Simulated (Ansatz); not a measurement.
Consider the following.

YGe:
```yaml
crystal:
  lattice:
    - [3.90287, 0.00000, 0.00000]
    - [-1.95144, 3.37999, 0.00000]
    - [0.00000, 0.00000, 7.86856]
  atoms:
    - { symbol: Y, position: [0.00000, 0.00000, 0.00000] }
    - { symbol: Y, position: [0.00000, 0.00000, 0.50000] }
    - { symbol: Ge, position: [0.33333, 0.66667, 0.25000] }
    - { symbol: Ge, position: [0.66667, 0.33333, 0.75000] }
```

This is the PBE-relaxed structure.

Question: All from DFT-PBE in the program Ansatz with PAW potentials, unless another level is named. Estimate the electronic character.

Answer: metallic (no gap).

Question: Next, the density of states at the Fermi level?

Answer: 0.92 states/eV per atom (mean over ±0.08 eV).

Question: Predict the formation energy from the elements (no fitted shifts).

Answer: -0.57 eV/atom.

Space group P6_3/mmc (NiAs type). A made-up cell: these elements were put on the sites of a structure type; neither database checked (COD, Materials Project) lists it. Its standing as an ambient phase is unchecked. The cell was relaxed with PBE under the symmetry of its start; whether a distortion lowers the energy is not shown. No spin polarisation was allowed. The references are the lowest solids computed at this level, not always the standard phases. Spin–orbit coupling is left out wherever it is not named.

Potentials: the later of the program's two PAW sets.
